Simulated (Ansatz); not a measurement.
Zn7Se8: course of a relaxation

Theory: DFT PBE, scalar-relativistic, plane waves, PAW (Ansatz 0.2.0). Settings: 420 eV cutoff, 2×2×2 k-mesh, Gaussian smearing of 0.02 eV, no spin polarisation.

What was changed: Zn vacancy, charge -2, atoms relaxed.

In a supercell of 15 atoms the defect feels its periodic images.

Spin polarisation was left out.

Command:

```bash
ansatz run input.yaml --threads 8 --pin off --max-ram 20480MiB --backend cpu --events-out ev --progress --plain --runs-dir out
```

Input:

```yaml
crystal:
  lattice:
    - [0.0, 5.7317611763, -5.7317611763]
    - [5.7317611763, 5.7317611763, 0.0]
    - [5.7317611763, 0.0, -5.7317611763]
  atoms:
    - { symbol: Zn, position: [0.5, 0.5, 0.0] }
    - { symbol: Zn, position: [1.0, 0.5, 0.0] }
    - { symbol: Zn, position: [1.0, 0.0, 0.0] }
    - { symbol: Zn, position: [0.5, 0.5, 0.5] }
    - { symbol: Zn, position: [0.5, 0.0, 0.5] }
    - { symbol: Zn, position: [1.0, 0.5, 0.5] }
    - { symbol: Zn, position: [1.0, 0.0, 0.5] }
    - { symbol: Se, position: [0.375, 0.375, 0.375] }
    - { symbol: Se, position: [0.375, 0.875, 0.375] }
    - { symbol: Se, position: [0.875, 0.375, 0.375] }
    - { symbol: Se, position: [0.875, 0.875, 0.375] }
    - { symbol: Se, position: [0.375, 0.375, 0.875] }
    - { symbol: Se, position: [0.375, 0.875, 0.875] }
    - { symbol: Se, position: [0.875, 0.375, 0.875] }
    - { symbol: Se, position: [0.875, 0.875, 0.875] }
total_charge: -2
basis:
  ecutwfc: 420
  xc_grid: 2
kpoints:
  mp_grid: { grid: [2, 2, 2], shift: [0.0, 0.0, 0.0] }
hamiltonian:
  xc: pbe
scf:
  occupations: { method: gaussian, width: 0.02 }
output:
  forces: true
  stress: false
  eigenvalues: true
relax:
  adjacent_minimum: "off"
  f_tol: 0.02
  max_steps: 60
```

F is the free energy.

Steps:

```tsv
step	F − F(1) (eV)	largest force component (eV/Å)
1	0.0000	0.967
2	-0.4689	0.286
3	-0.5556	0.131
4	-0.5688	0.003
5	-0.5688	0.003
```

Relaxed structure:

```
CELL_PARAMETERS angstrom
0.00000 5.73176 -5.73176
5.73176 5.73176 0.00000
5.73176 0.00000 -5.73176
ATOMIC_POSITIONS crystal
Zn 0.48614 0.51386 0.98614
Zn 0.01386 0.51386 0.98614
Zn 0.01386 0.98614 0.98614
Zn 0.48614 0.51386 0.51386
Zn 0.48614 0.98614 0.51386
Zn 0.00000 0.50000 0.50000
Zn 0.01386 0.98614 0.51386
Se 0.37754 0.37415 0.37415
Se 0.38114 0.88114 0.35659
Se 0.87415 0.37415 0.37415
Se 0.87415 0.87754 0.37415
Se 0.38114 0.35659 0.88114
Se 0.38114 0.88114 0.88114
Se 0.87415 0.37415 0.87754
Se 0.85659 0.88114 0.88114
```

The structure is cubic, space group F-43m (No. 216). The conventional cell has a = 11.464 Å, b = 11.464 Å, c = 11.464 Å, α = 90.00°, β = 90.00°, γ = 90.00°. Zn (site symmetry 2mm) has 4 Se at 2.44 to 2.57 Å as nearest neighbours. Around Zn (site symmetry -43m) lie 4 Se at 2.50 Å. Se (site symmetry 3m) has 4 Zn at 2.50 to 2.57 Å as nearest neighbours. Se (site symmetry 3m) has 3 Zn at 2.44 Å as nearest neighbours.

The run converged. It took 6.7 s on 8 threads of Arm Neoverse V2, on a shared host, peak memory 1 GiB.